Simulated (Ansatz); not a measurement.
A geometry of Hf away from equilibrium: step 2 of the relaxation of a relaxed Hf cell displaced along its unstable phonon at q = (½, 0, 0) of its primitive reciprocal cell (42i cm⁻¹), largest move 0.15 Å. These are PBEsol (plane waves to 420 eV, PAW, scalar-relativistic; Ansatz, a first-principles code) values and carry that method's errors. Γ-centred k-mesh 13×13×11 on the run's cell (coarser than for final values), Fermi–Dirac smearing 0.05 eV. The plane waves were selected for a different cell earlier on the path.

```yaml
crystal:
  lattice:
    - [5.80854, -0.04004, 0.00000]
    - [-1.46947, 2.54520, 0.00000]
    - [0.00000, 0.00000, 2.95538]
  atoms:
    - { symbol: Hf, position: [0.00000, 0.00000, 0.11652] }
    - { symbol: Hf, position: [0.50000, 0.00000, 0.88348] }
```

Q: What forces act on the atoms (eV/Å)?

A: 
| atom | Fx | Fy | Fz |
|---|---|---|---|
| Hf1 | 0.00 | 0.00 | 0.64 |
| Hf2 | 0.00 | 0.00 | -0.64 |

The path ends in Fm-3m (No. 225) (fcc (Cu type)). No spin polarisation in the result.

The run could not lose the symmetry of its start: the end is stationary, and may be a saddle point rather than a minimum.

The end of the path is a generated cell of Hf: the first start was made by placing the elements on the sites of a structure type, and the end was not matched to a known phase here, so it may be hypothetical. Known forms of Hf include space group No. 194.
